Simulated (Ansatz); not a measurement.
Relaxed Cu (fcc, Cu type):

```xyz
4
Lattice="3.5638 0.0000 0.0000 0.0000 3.5638 0.0000 0.0000 0.0000 3.5638" Properties=species:S:1:pos:R:3 pbc="T T T"
Cu     0.0000     0.0000     0.0000
Cu     1.7819     1.7819     0.0000
Cu     1.7819     0.0000     1.7819
Cu     0.0000     1.7819     1.7819
```

Scan: atom 4 (Cu, nearest neighbour Cu at 2.520 Å; its periodic images, 3.6 Å or more away, move with it) is displaced towards the nearest neighbour, direction (-0.707, -0.707, 0.000) in Cartesian axes, by s. The other atoms stay.

All values below come from PBEsol (plane waves to 420 eV, PAW, scalar-relativistic; Ansatz, a first-principles code). k mesh 11×11×11 (Γ-centred), Fermi-Dirac smearing 0.05 eV. E stands for the smeared free energy. With partly filled bands, energies and forces of such displacements shift with the k mesh and the smearing. Cu is run without spin polarisation. Cu was relaxed with its symmetry unable to fall. The zero of ΔE is the undisplaced structure.

Successive frames, forces in eV/Å:

| frame | ΔE (meV/cell) | F on Cu1 | F on Cu2 | F on Cu3 | F on Cu4 |
|---|---|---|---|---|---|
| s = -0.500 Å | 1200 | (-0.198, 1.283, 0.000) | (1.283, -0.198, 0.000) | (3.076, 3.076, 0.000) | (-4.161, -4.161, 0.000) |
| s = -0.400 Å | 709 | (-0.108, 1.056, 0.000) | (1.056, -0.108, 0.000) | (1.911, 1.911, 0.000) | (-2.859, -2.859, 0.000) |
| s = -0.300 Å | 375 | (-0.050, 0.808, 0.000) | (0.808, -0.050, 0.000) | (1.148, 1.148, 0.000) | (-1.906, -1.906, 0.000) |
| s = -0.200 Å | 160 | (-0.019, 0.545, 0.000) | (0.545, -0.019, 0.000) | (0.642, 0.642, 0.000) | (-1.168, -1.168, 0.000) |

Task: What are the energy and the forces in the next frame, s = -0.100 Å?

Result: ΔE (meV/cell) = 39.

| atom | Fx | Fy | Fz |
|---|---|---|---|
| Cu1 | -0.005 | 0.274 | 0.000 |
| Cu2 | 0.274 | -0.005 | 0.000 |
| Cu3 | 0.286 | 0.286 | 0.000 |
| Cu4 | -0.556 | -0.556 | 0.000 |

(A displaced cell: forces are minus the slopes of the energy, force constants its curvatures, and phonons follow from these.)
